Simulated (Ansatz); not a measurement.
Problem. Each is relaxed and computed with DFT-PBEsol in the program Ansatz with PAW potentials. Which is the only metal?
(A) VAg3O4, I-42m (V on 2a, Ag on 4d, Ag on 2b, O on 8i)
(B) VSi2, P6_222 (V on 3d, Si on 6j)
(C) SiO2, P4_2/nmc (Si on 2a, O on 4d)
(D) MgCu2SiS4, Pmn2_1 (Pearson symbol oP16)

Solution. B, VSi2, P6_222 (V on 3d, Si on 6j). VSi2: metal; MgCu2SiS4: gap 1.73 eV (direct); VAg3O4: gap 0.35 eV (indirect); SiO2: gap 5.03 eV (indirect). Constructed cells (a structure type filled with these elements, in neither database checked): SiO2, P4_2/nmc (Si on 2a, O on 4d). Not the usual ambient phase: SiO2, P4_2/nmc (Si on 2a, O on 4d). Standing as an ambient phase not checked: MgCu2SiS4, Pmn2_1 (Pearson symbol oP16); VAg3O4, I-42m (V on 2a, Ag on 4d, Ag on 2b, O on 8i). All cells were relaxed under the symmetry of their starts (and spin orders); stability against distortions was not tested throughout. Rows with no word on spin ran without spin polarisation. Scalar-relativistic: spin–orbit coupling is off unless named, which matters more the heavier the elements.

Potentials: the later of the program's two PAW sets.
